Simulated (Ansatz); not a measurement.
Clean, relaxed (001) surface of TiAl, space group P4/mmm (No. 123) (top face towards +c; atoms held fixed, by place in the list: 1, 2):

```xyz
4
Lattice="2.7952 0.0000 0.0000 0.0000 2.7952 0.0000 0.0000 0.0000 23.0581" Properties=species:S:1:pos:R:3 pbc="T T T"
Al    1.3976    1.3976    8.5000
Ti    0.0000    0.0000   10.5194
Al    1.3976    1.3976   12.5525
Ti    0.0000    0.0000   14.4730
```

Computed with DFT PBEsol, scalar-relativistic, plane waves, PAW (Ansatz). Cutoff 420 eV; k points 10×10×1 on the computed 4-atom cell (Γ-centred); Gaussian smearing, width 0.10 eV; no spin polarisation. A dipole correction removes the field between periodic images along c.

OH is put at the hollow (over Al) at (0.50, 0.50) site, one adsorbate per 7.8 Å², and relaxed. The adsorption energy is E(slab + adsorbate) − E(slab) − E(free adsorbate, spin-polarised where open-shell). Heights count from the highest slab atom after relaxation. Bonded neighbours lie within 1.25 times the sum of covalent radii (1.35 for H) and, on that scale, within 12 % of the closest. With the adsorbate the cell is lengthened along c to keep the vacuum.

Task: How strongly does it bind, and where does its anchoring atom end?

Result: -5.34 eV; at (0.50, 0.50), 4 bonded neighbours (Ti).

Task: How high does its anchoring atom sit over the highest slab atom, and what is the shortest contact with the surface?

Result: 1.11 Å; O–Ti 2.26 Å.

Task: The clean face has a work function of 4.60 eV. How does the adsorbate change it?

Result: By -2.53 eV.

Task: Does the adsorbate stay in one piece?

Result: Yes.

Each end is the local minimum or symmetric point that its start leads to. The slab is only 6.1 Å thick, so the energies aren't converged with thickness.

Spin polarisation was left out, and a magnetic state may lie lower.